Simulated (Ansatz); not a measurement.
ReW (CsCl type, Pm-3m) under volume change, plane-wave PAW PBE (Ansatz code), scaled uniformly.

```csv
V (Å³/atom),E − E(relaxed) (meV/atom),P (GPa)
14.178,153.8,38.17
14.646,64.6,23.37
15.113,15.3,10.76
15.580,0.0,0.00
16.048,13.7,-9.16
16.515,52.1,-16.95
16.983,111.5,-23.55
```

Question: What does a third-order Birch–Murnaghan fit give for V₀, B₀ and B′?

Answer: V₀ = 15.58 Å³/atom, B₀ = 330 GPa, B′ = 4.3.

The cell is a constructed one: a structure type filled with these elements; neither database checked (COD, Materials Project) lists it. Its standing as an ambient phase is unchecked. Symmetry was held in the PBE relaxation; its stability against distortions is not shown here. The run is not spin-polarised. Scalar-relativistic: spin–orbit coupling is off unless named, which matters more the heavier the elements.

Potentials: the later of the program's two PAW sets.
